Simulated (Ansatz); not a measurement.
Ni3Pb2Se2 in space group R-3m (No. 166; Ni on 9d, Se on 6c, Pb on 3b, Pb on 3a), r²SCAN (plane waves, PAW; program Ansatz), all energies at zero smearing, with the estimated change up to a 700 eV cutoff added, with one set of potentials and settings (totals compare only within such a set). Cell of 7 atoms (3 Ni, 2 Se, 2 Pb): -52335.735 eV.

```
element                             reference phase  E (eV/atom)
-------  ------------------------------------------  -----------
Ni       Fm-3m, 1 atoms in the cell, spin-polarised   -5845.2912
Se                      P3_121, 3 atoms in the cell   -5478.1269
Pb                       Fm-3m, 1 atoms in the cell  -11920.8594
```

Formation energy per atom, worked out: (-52335.735 − 3×(-5845.2912) − 2×(-5478.1269) − 2×(-11920.8594))/7 = -0.270 eV/atom (-26 kJ per mol of atoms), at 0 K, without zero-point energy or fitted corrections.

The workflow started from an entry of the Crystallography Open Database (COD). Its standing as an ambient phase is unchecked. The r²SCAN relaxation kept the symmetry of its start; its stability against distortions is not shown here. The workflow began spin-polarised and lost its moments. The references are the lowest solids computed at this level, not always the standard phases. Spin–orbit coupling is left out wherever it is not named.

Potentials: the later of the program's two PAW sets.
